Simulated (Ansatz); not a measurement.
Input deck for Ansatz 0.2.0, then the block of the output on the nuclei.

The cell is an entry of the Crystallography Open Database (COD), relaxed with PBE at fixed cell and then changed (volume scaled by 0.98, ions relaxed).

```yaml
crystal:
  lattice:
    - [3.527266396, 0.0, 0.0]
    - [0.0, 3.527266396, 0.0]
    - [0.0, 0.0, 3.527266396]
  atoms:
    - { symbol: Si, position: [0.0, 0.0, 0.0] }
    - { symbol: Ni, position: [0.0, 0.5, 0.5], spin: 1.5 }
    - { symbol: Ni, position: [0.5, 0.0, 0.5], spin: 1.5 }
    - { symbol: Ni, position: [0.5, 0.5, 0.0], spin: 1.5 }
magnetization:
  spin_polarized: true
kpoints:
  mp_grid: { grid: [13, 13, 13] }
scf:
  occupations: { method: fermi_dirac, width: 0.05 }
hamiltonian:
  xc: pbe
  pseudopotentials: { kind: paw }
output:
  forces: true
  stress: true
  populations: true
  efg: { quadrupole_moments_barn: { Ni: 0.162 }, contact_densities: true }
  write_density: true
  write_potential: true
  elf: true
  volumetric_format: npy
relax:
  f_tol: 0.02
  max_steps: 60
```

```sh
ansatz run input.yaml --threads 1 --pin off --max-ram 3072MiB --backend cpu --events-out ev --progress --plain --runs-dir out
```

The run relaxes the ions first, and the block belongs to the relaxed positions.

Of the output, the block on the nuclei alone is shown; the set-up, the SCF iterations, energies, forces and stress are cut. One atom of each set with nearly equal values is shown.

```
--- PAW observables at the nuclei: V_zz in 10²¹ V/m², potentials from the cell's mean, atoms counted from 1 ---
  atom   1  Si V_zz =    -0.000000   η = 0.0000   by run symmetry: forbidden
            electrostatic potential = -1367.410857 V   contact ρ = 12810.258918 e/Å³   contact ρ_s (e/Å³): all electrons -0.000001, valence -0.000000
  atom   2  Ni V_zz =    -4.640898   η = 0.0000   by run symmetry: allowed   C_q = -18.1791 MHz
            electrostatic potential = -3575.537397 V   contact ρ = 130403.987515 e/Å³   contact ρ_s (e/Å³): all electrons -0.000001, valence -0.000001
```

The relaxation (1 step) took 17 s of wall time (17 s of CPU time) and 0.59 GiB at its peak, on 1 thread of Intel Xeon 6975P-C (Granite Rapids) (x86_64; 16 cores open to the job, memory cap 3.0 GiB, no GPU), a shared host with a load of 0.1 a core.

With no gap above 0.1 eV, as in a metal, the gradients converge slowly in k; expect changes of a tenth or more on a denser mesh. With these PAW files V_zz is typically within 2 to 3 % of all-electron values, but misses above 10 % occur on Ni. The start moments die out, and the run ends without spin.
